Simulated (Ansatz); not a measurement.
Ansatz (a program for electronic structure) input:

Ansatz 0.2 input:
```yaml
crystal:
  lattice:
    - [2.9139819297, 0.0, 0.0]
    - [0.0, 2.9139819297, 0.0]
    - [0.0, 0.0, 2.9139819297]
  atoms:
    - { symbol: Si, position: [0.5, 0.5, 0.5] }
    - { symbol: Ru, position: [0.0, 0.0, 0.0] }
kpoints:
  mp_grid: { grid: [14, 14, 14] }
hamiltonian:
  xc: r2scan
  pseudopotentials: { azcp: { folder: ./paw }, kind: paw }
scf:
  occupations: { method: gaussian, width: 0.05 }
checkpoint: { read: metal.run }
output: { bader: true, populations: true }
```

Output (shortened):

```
Pseudopotentials: kind: paw
Pseudopotential: Si, paw, valence charge 4
Pseudopotential: Ru, paw, valence charge 16
Functional definition: r2SCAN
Crystal: 2 atoms, lattice volume = 24.743 Å³
Basis set: ecut = 500 eV, 619 PW (Γ), exchange–correlation on 96×96×96 points (64 copies of the dense FFT grid, shifted against one another)
Bands: 18, of which v1, the nominal top of the filled ones, is band 10 counted from 1 (9 counted from 0)
Symmetry: 48 space group operations
Space group: Pm-3m (ITA 221), of the structure as read, at distance tolerance 2.9e-5 Å
k-points: 120 of 2744
PAW frozen core: Si, regenerated for the run's functional
PAW frozen core: Ru, regenerated for the run's functional
Initial density: read from a saved state, or passed on in memory by an earlier SCF of this step, an earlier step, the calling program or the single point that …
Stability of the state it starts from, as read at its close in the unpolarized treatment …
Initial wavefunctions: pseudopotential atomic-orbital guess
Eigensolver: davidson
Functional: x = r2scan, c = r2scan; τ floored in thin density (d = 2e-4 eV/Å³)
iter 1 solved again at ethr=1.62e-7 eV; its pass at ethr=3.10e-3 eV (dr2=3.24e-5 eV) is discarded
SCF iter   1: F=—  HF=-6531.104484 eV  |F-HF|=—  |Δ(HF+E_count)|=         —  Δρ=3.26e-7  dr2=1.97e-11  dr2_τ=5.42e-12  ethr=1.62e-7  ⟨swp⟩=2.7  Hψ=16932  notcnv=0
all-band conjugate gradients solve this SCF's bands
preconditioner: auto → none
SCF iter   2: F=-6531.104484 eV  HF=-6531.104484 eV  |F-HF|=5.37e-11  |Δ(HF+E_count)|=   6.72e-9  Δρ=4.15e-7  dr2=5.87e-11  dr2_τ=8.64e-12  ethr=1.00e-12  ⟨swp⟩=6.0  Hψ=8442  notcnv=0
SCF 1 converged in 2 iterations: F = -6531.104484 eV  dr2 = 5.87e-11
SCF converged after 2 iterations
Free energy (F): -6531.104484 eV
Harris-Foulkes:  -6531.104484 eV  (|F-HF|=5.37e-11)
Internal energy: -6531.103966 eV  (E = F + TS)
E sigma→0 (E₀):  -6531.104225 eV
Entropy (-TS):   -0.000518 eV (-0.259 meV/atom)
Fermi energy:    19.641294 eV
--- Per-component energies (eV) ---
  E_band       = -84.661868
  E_kinetic    = 509.580038
  E_local      = -1656.689288  (includes V_loc(G=0)·N_el)
  E_nonlocal   = 434.703587
  E_hartree    = 601.046219
  E_xc         = -219.346368
  E_vxc        = -295.921288  (∫ρ·V_xc dr)
  E_paw        = -4039.575070  (= ΣΔE_a)
  E_vpaw       = -298.519244  (= ΣTr[D̂ρ^β])
  E_aug_tail   = 0.000684  (compensation charges beyond the density's cutoff)
  E_vtau       = 20.091573  (kinetic-family band-sum trace: ∫τ·v_τ [+ j·A + Jᵃ·Aᵃ] dr)
  E_ewald      = -2160.436382
  E_core_change = -0.387385  (= ΣΔE_core)
  E_smearing   = -0.000518  (= −TS)
  E_closure    =  0.000000  (closes the sum)
  Σ components = -6531.104484   (vs F -6531.104484, Δ=0.00e0)
  [band-id]    e_kinetic+e_local+e_nonlocal+2·e_hartree+e_vxc+e_vpaw+e_augmentation_tail+e_vtau = -84.661500   (vs E_band -84.661868, Δ=3.68e-4)
--- Band table (eV; the first three rows and the last of 120) ---
  k-point 0: bands = ["-55.5867", "-24.7328", "-24.7328", "-24.7328", "5.5787", "14.1539", "14.1539", "18.5165", "18.5165", "18.5165", "22.3569", "22.3569", "22.3569", "29.3214", "29.3214", "32.2133", "39.1337", "39.1337"]
  k-point 1: bands = ["-55.5854", "-24.7485", "-24.7314", "-24.7314", "5.6845", "14.1595", "14.1987", "18.2931", "18.2931", "18.5331", "21.9746", "22.6562", "22.6562", "29.0543", "29.6431", "32.5514", "38.2812", "38.2812"]
  k-point 2: bands = ["-55.5819", "-24.7923", "-24.7274", "-24.7274", "5.9976", "14.1214", "14.3280", "17.7818", "17.7818", "18.5802", "21.1730", "23.3984", "23.3984", "28.3608", "30.1858", "33.6703", "36.8297", "36.8297"]
  k-point 119: bands = ["-55.5122", "-24.9599", "-24.9599", "-24.9599", "11.9223", "11.9223", "11.9223", "16.4579", "20.4331", "20.4331", "22.4277", "22.4277", "22.4277", "26.2609", "26.2609", "26.2609", "32.2883", "43.7233"]
  band table: 18 of 18 bands, residual norms ≤ 1.0e-3 eV
--- Löwdin populations: 2 sites ---
  site symbol       q [e]
     0     Si      3.8145
     1     Ru     15.9868
  spilling = 0.009933 (of n_electrons = 20.000000)
--- Bader charges: 2 sites ---
  site symbol  charge [e]  shift [e]
     0     Si      0.7734     0.0020
     1     Ru     -0.7734     0.0020
  shift: an alarm, by how much a part of what the PAW files miss would move the charge. Where it is large, compare
  with a run on PAW files of another source; a small one proves nothing
  estimated error of the sums over rays = 5.2e-4 e
```

Cost: roughly 10 core-seconds on shared cores.

The first step of the workflow began from a Materials Project structure, measured or hypothetical; the Crystallography Open Database copy checked does not list it. Whether it is the stable phase at ambient conditions was not checked. The r²SCAN relaxation kept the symmetry of its start; whether a distortion lowers the energy is not shown. The run is not spin-polarised. Spin–orbit coupling is left out wherever it is not named.

Potentials: the earlier of the program's two PAW sets.

Ansatz is a plane-wave DFT program.
